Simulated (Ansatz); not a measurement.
CsO: the gap against volume

CsO, Immm, a = 4.316 Å, b = 6.459 Å, c = 7.549 Å. The structure is a COD entry; whether it is the stable form wasn't checked. Ansatz: r2SCAN, PAW, 500 eV, Γ-centred 8×8×8 mesh on 4 atoms, Gaussian smearing 0.02 eV; no spin polarisation. Shape and atoms are relaxed at each volume; x = ln(V/V0) with V0 = 26.303 Å³/atom. The gap is read at the mesh points alone.

| x | gap y (eV) |
| --- | --- |
| -0.0619 | 2.284 |
| -0.0305 | 2.213 |
| 0.0000 | ? |
| 0.0296 | 2.078 |
| 0.0583 | 2.015 |

Q: Fit a straight line to the other rows, give the volume deformation potential of the gap and its pressure coefficient, and predict the missing gap. B0 = 24.8 GPa.

A: Means x = -0.001125, y = 2.1475; Σ(Δx)² = 0.009032, ΣΔxΔy = -0.02023; the slope is their ratio. y = 2.1450 − 2.2397 x. The slope is the deformation potential a = dE_g/d ln V = -2.24 eV, and dE_g/dP = −a/B0 = 90.3 meV/GPa. At x = 0.0000 the fit asked for gives 2.145 eV. The run gave 2.144 eV, so the fit is 0.001 eV too high, within twice the rms miss on the fitted rows (0.0005 eV).

Spin-orbit coupling is left out, which matters for the bands of heavy elements. Semilocal functionals give gaps under the measured ones; changes of the gap mostly carry over better.

Cost: 5 runs of about 9.4 core-minutes in all, on Arm Neoverse V2 (shared hosts).